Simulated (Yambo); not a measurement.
```xyz
2
Lattice="0.0000 3.0377 3.0377 3.0377 0.0000 3.0377 3.0377 3.0377 0.0000" Properties=species:S:1:pos:R:3 pbc="T T T"
Cl     3.0377     3.0377     3.0377
K      0.0000     0.0000     0.0000
```

Cell and atoms were relaxed with LDA from Materials Project entry mp-23193, within its symmetry.

**Question.** Where are the main features of Im ε from RPA with local fields on LDA bands shifted by a G0W0 scissor of 3.30 eV (Yambo; 10×10×10 mesh, 42 bands, 4 Ry local-field block, 0.2 eV broadening; field along x)?

**Answer.** Peaks at 11.2 eV (2.9), 14.0 eV (2.5), 14.6 eV (2.6), 17.4 eV (0.9), heights in brackets. Peak heights and small wiggles depend on the k mesh. Convergence of the RPA response with its 10×10×10 mesh was not tested. The scissor comes from a G0W0 run whose convergence isn't established. No excitonic effects at this level.
